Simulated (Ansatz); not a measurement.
Given:

CuI (zinc blende, F-43m), a = b = c = 6.023 Å, α = β = γ = 90.00°; the cell used has 2 atoms.

This is the r²SCAN-relaxed structure.

Question: All from DFT-r²SCAN in the program Ansatz with PAW potentials, unless another level is named. Estimate the electron effective mass.

Answer: 0.18 mₑ (isotropic).

Question: And the band gap?

Answer: 1.67 eV (direct).

Question: And the formation energy from the elements (no fitted shifts)?

Answer: -0.19 eV/atom.

Question: Give the hole effective mass, band 3 of 3 at the edge.

Answer: 0.29 along [100], 0.22 along [110], 0.20 along [111] (mₑ).

Question: What about the valence-band maximum?

Answer: at Γ.

Question: Predict the weight of the valence-edge state by species (Voronoi cells).

Answer: Cu 63 %, I 37 %.

The r²SCAN relaxation kept the symmetry of its start; phonons on a q-mesh show no instability. No spin polarisation was allowed. The references are the lowest solids computed at this level, not always the standard phases. Scalar-relativistic: spin–orbit coupling is off unless named, which matters more the heavier the elements.

Potentials: the later of the program's two PAW sets.
